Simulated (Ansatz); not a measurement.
Input for Ansatz (plane-wave DFT, PAW):

```yaml
crystal:
  lattice:
    - [5.615181, -0.112583, -0.041801]
    - [-0.112583, 5.634136, -0.026009]
    - [-0.041801, -0.026009, 5.822343]
  atoms:
    - { symbol: Cu, position: [0.9308477612, 0.0269896572, 0.7358128194] }
    - { symbol: Cu, position: [0.1521233316, 0.7713785575, 0.0269234582] }
    - { symbol: Cu, position: [0.4345551452, 0.0409229302, 0.230493834] }
    - { symbol: Cu, position: [0.689342175, 0.3153303526, 0.9409776811] }
    - { symbol: Cu, position: [0.4013718821, 0.0445692235, 0.7387887561] }
    - { symbol: Cu, position: [0.9085806063, 0.5024784124, 0.2282115661] }
    - { symbol: Cu, position: [0.6724877733, 0.7908402481, 0.9680255129] }
    - { symbol: Cu, position: [0.661844884, 0.3078880177, 0.5227411756] }
    - { symbol: Cu, position: [0.6742797777, 0.7699612277, 0.5389122414] }
    - { symbol: Cu, position: [0.4734955873, 0.5761190575, 0.2281142742] }
    - { symbol: Cu, position: [0.1567084663, 0.2788888357, 0.4947265588] }
    - { symbol: Ni, position: [0.3531730657, 0.4925357539, 0.8033173696] }
    - { symbol: Ni, position: [0.8681857871, 0.0289635781, 0.2266906312] }
    - { symbol: Ni, position: [0.1287734445, 0.7713130022, 0.4993551231] }
    - { symbol: Be, position: [0.9555162459, 0.4702507324, 0.7518708178] }
    - { symbol: Be, position: [0.1261506521, 0.3029805497, 0.0386394739] }
basis:
  ecutwfc: 420
kpoints:
  mp_grid: { grid: [4, 4, 4] }
hamiltonian:
  xc: pbe
scf:
  occupations: { method: fermi_dirac, width: 0.1818 }
output:
  forces: true
  stress: true
  eigenvalues: true
  populations: true
```

Command:
```bash
ansatz run input.yaml --threads 2 --pin off --max-ram 5120MiB --backend cpu --events-out ev --progress --plain --runs-dir out
```

All numbers below come from Ansatz, DFT PBE, scalar-relativistic, plane waves, PAW.

Part of what the program printed, abridged:

```
band count auto-derived: 164 (N_el = 267.0; filled up to band 134; 161 by the electrons, moments and atoms)
Pseudopotentials: kind: paw
Pseudopotential: Cu, paw, valence charge 19, recommended cutoff 420 eV (normal)
Pseudopotential: Ni, paw, valence charge 18, recommended cutoff 420 eV (normal)
Pseudopotential: Be, paw, valence charge 2, recommended cutoff 420 eV (normal)
Functional definition: PBE
Crystal: 16 atoms, lattice volume = 184.112 Å³
Basis set: ecut = 420 eV, 3623 PW (Γ), exchange–correlation on 80×80×80 points (8 copies of the dense FFT grid, shifted against one another)
Bands: 164, of which v1, the nominal top of the filled ones, is band 134 counted from 1 (133 counted from 0)
Symmetry: 1 space group operations
Space group: P1 (ITA 1), of the structure as read, at distance tolerance 5.7e-5 Å
k-points: 36 of 64 (time reversal used)
Initial density: superposition of atomic densities (neutral atoms: chi_scale 0, normalization atom), corrected by the library's trained network
Initial wavefunctions: pseudopotential atomic-orbital guess
Functional: x = pbe(κ = 0.804, μ = 0.21951497), c = pbe(β = 0.06672455)
SCF iter   1: F=—  HF=-90579.804299 eV  |F-HF|=—  |Δ(HF+E_count)|=         —  Δρ=8.22e-3  dr2=1.23e-1  ethr=1.77e-3  ⟨swp⟩=5.0  Hψ=21366  notcnv=0  defer=26
SCF iter   2: F=—  HF=-90579.798772 eV  |F-HF|=—  |Δ(HF+E_count)|=   5.53e-3  Δρ=4.01e-3  dr2=3.49e-2  ethr=4.59e-5  ⟨swp⟩=1.2  Hψ=6828  notcnv=0  defer=26
SCF iter   3: F=—  HF=-90579.796684 eV  |F-HF|=—  |Δ(HF+E_count)|=   2.09e-3  Δρ=1.12e-3  dr2=3.57e-3  ethr=1.31e-5  ⟨swp⟩=1.0  Hψ=5408  notcnv=0  defer=26
SCF iter   4: F=—  HF=-90579.796259 eV  |F-HF|=—  |Δ(HF+E_count)|=   4.25e-4  Δρ=3.70e-4  dr2=5.52e-4  ethr=1.34e-6  ⟨swp⟩=2.5  Hψ=10204  notcnv=0  defer=26
SCF iter   5: F=—  HF=-90579.796197 eV  |F-HF|=—  |Δ(HF+E_count)|=   6.11e-5  Δρ=1.69e-4  dr2=1.26e-4  ethr=2.07e-7  ⟨swp⟩=2.4  Hψ=8538  notcnv=0  defer=26
SCF iter   6: F=—  HF=-90579.796152 eV  |F-HF|=—  |Δ(HF+E_count)|=   4.55e-5  Δρ=5.67e-5  dr2=7.40e-6  ethr=4.72e-8  ⟨swp⟩=2.2  Hψ=8423  notcnv=0  defer=26
SCF iter   7: F=—  HF=-90579.796133 eV  |F-HF|=—  |Δ(HF+E_count)|=   1.87e-5  Δρ=3.79e-5  dr2=2.78e-6  ethr=2.77e-9  ⟨swp⟩=2.0  Hψ=9876  notcnv=0  defer=26
SCF iter   8: F=—  HF=-90579.796133 eV  |F-HF|=—  |Δ(HF+E_count)|=   1.66e-7  Δρ=2.05e-5  dr2=5.64e-7  ethr=1.04e-9  ⟨swp⟩=2.1  Hψ=8603  notcnv=0  defer=26
SCF iter   9: F=-90579.796133 eV  HF=-90579.796133 eV  |F-HF|=6.99e-8  |Δ(HF+E_count)|=   9.55e-8  Δρ=7.42e-6  dr2=8.11e-8  ethr=3.75e-11  ⟨swp⟩=8.1  Hψ=31245  notcnv=0
SCF 1 converged in 9 iterations: F = -90579.796133 eV  dr2 = 8.11e-8
SCF converged after 9 iterations
Free energy (F): -90579.796133 eV
Harris-Foulkes:  -90579.796133 eV  (|F-HF|=6.99e-8)
Internal energy: -90578.945103 eV  (E = F + TS)
E sigma→0 (E₀):  -90579.370618 eV
Entropy (-TS):   -0.851030 eV (-53.189 meV/atom)
Fermi energy:    15.565315 eV
--- Per-component energies (eV) ---
  E_band       = -5147.497920
  E_kinetic    = 4189.157483
  E_local      = -59684.909038  (includes V_loc(G=0)·N_el)
  E_nonlocal   = 6206.239550
  E_hartree    = 26166.299710
  E_xc         = -1278.366331
  E_vxc        = -1640.008912  (∫ρ·V_xc dr)
  E_paw        = -23300.859011  (= ΣΔE_a)
  E_vpaw       = -6550.556449  (= ΣTr[D̂ρ^β])
  E_aug_tail   = 0.004645  (compensation charges beyond the density's cutoff)
  E_ewald      = -42876.512110
  E_smearing   = -0.851030  (= −TS)
--- Forces (eV/Å), atoms counted from 1 ---
  atom   1  Cu     0.44721266     1.02114723     1.05615446
  atom   2  Cu    -0.19966910     0.65162732    -0.60957203
  atom   3  Cu    -0.51408227     0.33019586     0.33703388
  atom   4  Cu    -0.64209713    -1.19776554     0.99033269
  atom   5  Cu    -0.41320685    -0.59512353     0.53262284
  atom   6  Cu    -0.53531248     1.04707480     1.48546835
  atom   7  Cu    -0.02670573    -0.50612683    -1.26599275
  atom   8  Cu    -0.15221669    -0.09545304    -0.51602751
  atom   9  Cu    -0.44699343    -0.55183293    -0.27485173
  atom  10  Cu    -1.65394331    -1.37969016     0.79706336
  atom  11  Cu     0.43558414     0.17747698    -1.49696283
  atom  12  Ni    -0.03278915     0.69370128    -0.97799365
  atom  13  Ni     1.37446832     0.81018094     1.08390172
  atom  14  Ni     0.80468320    -0.63028237    -0.41932854
  atom  15  Be     0.50929490     1.64263828    -0.61046129
  atom  16  Be     1.04576418    -1.41778484    -0.11135746
--- Stress (GPa, compression-positive) ---
        4.251206       1.971033       0.328727
        1.971033       0.620243       2.406880
        0.328727       2.406880       4.898406
  P = ⅓ Tr σ = 3.2566 GPa (32.566 kbar)
--- Band table (eV; the first three rows and the last of 36) ---
  k-point 0: bands = ["-97.4722", "-97.3613", "-97.1856", "-97.1161", "-97.0966", "-97.0769", "-97.0168", "-96.9837", "-96.9156", "-96.9019", "-96.8508", "-87.3338", "-87.1939", "-87.1099", "-54.9302", "-54.8426", "-54.8142", "-54.7746", "-54.6932", "-54.6740", "-54.6253", "-54.5676", "-54.5361", "-54.5229", "-54.5103", "-54.4986", "-54.4885", "-54.4676", "-54.4621", "-54.4230", "-54.4181", "-54.4132", "-54.4121", "-54.3964", "-54.3762", "-54.3625", "-54.3370", "-54.3350", "-54.3095", "-54.3033", "-54.2830", "-54.2688", "-54.2465", "-54.2411", "-54.2364", "-54.2325", "-54.1873", "-47.8310", "-47.7140", "-47.6793", "-47.6413", "-47.5991", "-47.5676", "-47.5337", "-47.5129", "-47.5000", "6.212 ...
  k-point 1: bands = ["-97.4721", "-97.3613", "-97.1856", "-97.1161", "-97.0966", "-97.0769", "-97.0168", "-96.9837", "-96.9156", "-96.9019", "-96.8508", "-87.3338", "-87.1939", "-87.1099", "-54.9302", "-54.8429", "-54.8136", "-54.7746", "-54.6933", "-54.6742", "-54.6253", "-54.5675", "-54.5366", "-54.5216", "-54.5112", "-54.4984", "-54.4887", "-54.4678", "-54.4617", "-54.4229", "-54.4186", "-54.4128", "-54.4118", "-54.3967", "-54.3762", "-54.3622", "-54.3373", "-54.3350", "-54.3097", "-54.3030", "-54.2831", "-54.2686", "-54.2470", "-54.2407", "-54.2363", "-54.2326", "-54.1874", "-47.8310", "-47.7140", "-47.6793", "-47.6413", "-47.5991", "-47.5676", "-47.5337", "-47.5129", "-47.5000", "6.484 ...
  k-point 2: bands = ["-97.4721", "-97.3613", "-97.1856", "-97.1161", "-97.0966", "-97.0769", "-97.0168", "-96.9837", "-96.9155", "-96.9019", "-96.8508", "-87.3338", "-87.1939", "-87.1099", "-54.9302", "-54.8432", "-54.8130", "-54.7746", "-54.6934", "-54.6743", "-54.6254", "-54.5674", "-54.5371", "-54.5203", "-54.5122", "-54.4982", "-54.4889", "-54.4680", "-54.4614", "-54.4229", "-54.4189", "-54.4125", "-54.4115", "-54.3970", "-54.3762", "-54.3619", "-54.3377", "-54.3351", "-54.3098", "-54.3028", "-54.2831", "-54.2684", "-54.2474", "-54.2403", "-54.2362", "-54.2327", "-54.1875", "-47.8310", "-47.7140", "-47.6793", "-47.6413", "-47.5991", "-47.5676", "-47.5337", "-47.5129", "-47.5000", "7.104 ...
  k-point 35: bands = ["-97.4721", "-97.3613", "-97.1855", "-97.1161", "-97.0966", "-97.0769", "-97.0168", "-96.9837", "-96.9156", "-96.9019", "-96.8508", "-87.3338", "-87.1939", "-87.1099", "-54.9302", "-54.8432", "-54.8129", "-54.7743", "-54.6933", "-54.6743", "-54.6250", "-54.5673", "-54.5360", "-54.5222", "-54.5097", "-54.4995", "-54.4876", "-54.4690", "-54.4614", "-54.4218", "-54.4199", "-54.4136", "-54.4077", "-54.4002", "-54.3779", "-54.3629", "-54.3365", "-54.3345", "-54.3107", "-54.3019", "-54.2830", "-54.2688", "-54.2475", "-54.2399", "-54.2364", "-54.2328", "-54.1876", "-47.8310", "-47.7140", "-47.6793", "-47.6413", "-47.5991", "-47.5677", "-47.5337", "-47.5129", "-47.5000", "8.51 ...
--- Löwdin populations: 16 sites ---
  site symbol q [e]
     0     Cu     18.8541
     1     Cu     18.8482
     2     Cu     18.8704
     3     Cu     18.8831
     4     Cu     18.8322
     5     Cu     18.8703
     6     Cu     18.8409
     7     Cu     18.8608
     8     Cu     18.8629
     9     Cu     18.8378
    10     Cu     18.8639
    11     Ni     18.0326
    12     Ni     17.9562
    13     Ni     17.9282
    14     Be      1.0248
    15     Be      1.0199
  spilling = 0.013535 (of n_electrons = 267.000000)
```

The run converged.

The run took 98 s on 2 threads of Arm Neoverse V2 (shared host), peak memory 1.1 GiB.

Spin polarisation was left out, and a magnetic state may lie lower.